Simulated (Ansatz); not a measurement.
Theory: Ansatz, DFT PBE, scalar-relativistic, plane waves, PAW. All cells share a 420 eV cutoff and Γ-centred k meshes spaced at most about 0.3 Å⁻¹ (about 0.25 or finer for metals, 2π included). No spin polarisation in the final relaxations.

All energies are static (0 K, no zero-point motion).

Compare these two cells of Sn₅H, each relaxed at this level.

1. Space group P6/mmm (No. 191), hexagonal, a = 5.994 Å, c = 5.663 Å. Sn on a site of symmetry -6m2 has 9 Sn at 3.32–3.46 Å and 3 H at 3.46 Å; Sn on a site of symmetry mmm has 4 Sn at 3.00 Å and 4 Sn at 3.32 Å; around H lie 6 Sn at 3.46 Å (long against covalent radii, as for large ions).

2. Space group F-43m (No. 216), cubic, a = 8.732 Å. Sn on a site of symmetry 3m has 6 Sn at 3.08–3.10 Å, 3 H at 3.62 Å and 3 Sn at 3.62 Å; around Sn on a site of symmetry -43m lie 12 Sn at 3.62 Å and 4 H at 3.78 Å; H has 16 Sn at 3.62–3.78 Å (long against covalent radii, as for large ions).

**Question.** Which form is favoured at zero pressure, and by what margin per atom?

**Answer.** Cell 1 is lower, by 17 meV/atom. Cell 1 has the CaCu5 type, space group P6/mmm (No. 191), 29.4 Å³/atom and no gap on its mesh; cell 2 has space group F-43m (No. 216), 27.7 Å³/atom and no gap. Counting Sn atoms around H (those within 1.25 times the shortest such distance or 1.15 times the sum of covalent radii, 1.27 where that leaves under three; a plus sign parts nearer from farther groups; the shortest distance is added where it exceeds 1.18 times the sum of covalent radii), cell 1 has H 6+12 from 3.5 Å and cell 2 has H 16 from 3.6 Å. The lower one is the more open, so pressure narrows the difference. Even the lower one lies +0.52 eV/atom against the reference forms of the elements (uncorrected), so neither is stable at this level. Both come from invented guesses.

H stands nearly free of neighbours here, and without spin polarisation the energy of such atoms comes out too high. With hydrogen, zero-point motion can shift such differences by 10 meV/atom or more. A magnetic state wasn't ruled out in cells without spin, among them P6/mmm, F-43m. Cells relaxed within their symmetry can be saddle points.
